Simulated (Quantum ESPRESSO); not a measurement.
Inputs of pw.x and gipaw.x (a modified build of Quantum ESPRESSO, PBE) for Cs2CoAgF6; the starting potential comes from an earlier run on another mesh:

```
&CONTROL
  calculation = 'scf'
  prefix = 'x'
  pseudo_dir = './pseudo'
  outdir = './out'
  tprnfor = .true.
/
&SYSTEM
  ibrav = 0
  nat = 10
  ntyp = 4
  ecutwfc = 45
  ecutrho = 180
  occupations = 'fixed'
  nbnd = 44
/
&ELECTRONS
  conv_thr = 1e-11
  startingpot = 'file'
/
ATOMIC_SPECIES
Cs 132.905 Cs.GGA_PBE-JTH.UPF
Co 58.933 Co.GGA_PBE-JTH.UPF
Ag 107.868 Ag.GGA_PBE-JTH.UPF
F 18.998 F.GGA_PBE-JTH.UPF
CELL_PARAMETERS angstrom
    0.000000000000     4.472970000000     4.472970000000
    4.472970000000     0.000000000000     4.472970000000
    4.472970000000     4.472970000000     0.000000000000
ATOMIC_POSITIONS crystal
Cs     0.250000000000     0.250000000000     0.250000000000
Cs     0.750000000000     0.750000000000     0.750000000000
Co     0.000000000000     0.000000000000     0.000000000000
Ag     0.500000000000     0.500000000000     0.500000000000
F      0.220420000000     0.220420000000     0.779580000000
F      0.779580000000     0.779580000000     0.220420000000
F      0.779580000000     0.220420000000     0.220420000000
F      0.220420000000     0.779580000000     0.779580000000
F      0.220420000000     0.779580000000     0.220420000000
F      0.779580000000     0.220420000000     0.779580000000
K_POINTS automatic
5 5 5 1 1 1
```

```
&INPUTGIPAW
  job = 'nmr'
  prefix = 'x'
  tmp_dir = './out/'
  restart_mode = 'from_scratch'
  pawproj(1) = .true.
  pawproj(2) = .true.
  pawproj(3) = .true.
  pawproj(4) = .true.
  use_nmr_macroscopic_shape = .false.
/
```

Geometry: a computed entry of the Materials Project; it was not checked against measured cells. It is Cs2CoAgF6 in Fm-3m; whether this form has been observed was not checked. Stability against distortions was not tested. Forces on the atoms reach 0.72 eV/Å at this level. The run has no spin polarisation.

Q: Predict the shielding tensors that the run ends with.

A: 
```
     f-sum rule (should be   -66.9379):
           -66.9352          0.0000          0.0000
            -0.0000        -66.9352          0.0000
             0.0000          0.0000        -66.9352

     Total NMR chemical shifts in ppm: ---------------------------------------
     (adopting the Simpson convention for anisotropy and asymmetry)-----------

     Atom  1  Cs  pos: (  0.353553  0.353553  0.353553)  Total sigma:        5516.19
          5516.1868          0.0000          0.0000
             0.0000       5516.1868         -0.0000
             0.0000          0.0000       5516.1868

     Cs      1    anisotropy:      0.00    eta:    0.0000

     Atom  2  Cs  pos: (  1.060660  1.060660  1.060660)  Total sigma:        5516.19
          5516.1868         -0.0000         -0.0000
            -0.0000       5516.1868         -0.0000
            -0.0000         -0.0000       5516.1868

     Cs      2    anisotropy:      0.00    eta:    0.0000

     Atom  3  Co  pos: (  0.000000  0.000000  0.000000)  Total sigma:      -30104.45
        -30104.4516         -0.0000         -0.0000
             0.0000     -30104.4516          0.0000
            -0.0000          0.0000     -30104.4516

     Co      3    anisotropy:     -0.00    eta:    0.0000

     Atom  4  Ag  pos: (  0.707107  0.707107  0.707107)  Total sigma:        3284.28
          3284.2778          0.0000         -0.0000
            -0.0000       3284.2778          0.0000
            -0.0000         -0.0000       3284.2778

     Ag      4    anisotropy:     -0.00    eta:    0.0000

     Atom  5  F   pos: (  0.707107  0.707107  0.311721)  Total sigma:         841.17
          1114.8259          0.0000         -0.0000
             0.0000       1114.8259         -0.0000
            -0.0000         -0.0000        293.8545

     F       5    anisotropy:   -820.97    eta:    0.0000

     Atom  6  F   pos: (  0.707107  0.707107  1.102493)  Total sigma:         841.17
          1114.8259         -0.0000          0.0000
             0.0000       1114.8259         -0.0000
             0.0000          0.0000        293.8545

     F       6    anisotropy:   -820.97    eta:    0.0000

     Atom  7  F   pos: (  0.311721  0.707107  0.707107)  Total sigma:         841.17
           293.8545         -0.0000          0.0000
            -0.0000       1114.8259          0.0000
            -0.0000         -0.0000       1114.8259

     F       7    anisotropy:   -820.97    eta:    0.0000

     Atom  8  F   pos: (  1.102493  0.707107  0.707107)  Total sigma:         841.17
           293.8545          0.0000          0.0000
             0.0000       1114.8259         -0.0000
             0.0000         -0.0000       1114.8259

     F       8    anisotropy:   -820.97    eta:    0.0000

     Atom  9  F   pos: (  0.707107  0.311721  0.707107)  Total sigma:         841.17
          1114.8259         -0.0000         -0.0000
            -0.0000        293.8545         -0.0000
             0.0000         -0.0000       1114.8259

     F       9    anisotropy:   -820.97    eta:    0.0000

     Atom 10  F   pos: (  0.707107  1.102493  0.707107)  Total sigma:         841.17
          1114.8259          0.0000          0.0000
             0.0000        293.8545          0.0000
            -0.0000          0.0000       1114.8259

     F      10    anisotropy:   -820.97    eta:    0.0000
```
The printed anisotropy is 3/2 (σ_33 − σ_iso) in the program's own order; the axes are left out here. Anisotropies that symmetry doesn't fix are less certain than the isotropic values. Shieldings are absolute and leave out the bulk-susceptibility term; a larger σ means a smaller chemical shift. In our sweeps, cutoffs and meshes of this size left a few ppm, and up to some 20 ppm on atoms from Zn on. Spin–orbit coupling is left out; its weight grows with the heaviest atom, Cs here. The band gap at this level is small, which makes the paramagnetic part of σ large and sensitive to the functional. Static lattice: thermal averaging is not included.
